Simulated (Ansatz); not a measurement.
A geometry of Ti away from equilibrium: the start of the relaxation of a generated trial cell of Ti in the AFLOW prototype A_oC4_63_c (A20). Computed with PBE (plane waves to 420 eV, PAW, scalar-relativistic; Ansatz, a quantum-chemistry and plane-wave program). Γ-centred k-mesh 13×13×7 on the run's cell (coarser than for final values), Fermi–Dirac smearing 0.05 eV.

```xyz
2
Lattice="1.3513 -2.7881 0.0000 1.3513 2.7881 0.0000 0.0000 0.0000 4.6856" Properties=species:S:1:pos:R:3:forces:R:3 pbc="T T T" free_energy=-4999.014 pressure_GPa=-3.0
Ti     1.3513    -2.2178     1.1714    0.0000    0.7734    0.0000
Ti     1.3513     2.2178     3.5142    0.0000   -0.7734    0.0000
```

Positions in Å, forces in eV/Å, free energy of the cell in eV (comparable only within this code, potentials and settings). Largest force: 0.77 eV/Å, on Ti1, Ti2 (atoms numbered as listed); the geometry lies 0.17 eV/atom above the end of its relaxation.

No spin polarisation in the result.

The run could not lose the symmetry of its start; a randomly shaken copy of 4 atoms returns to this structure.
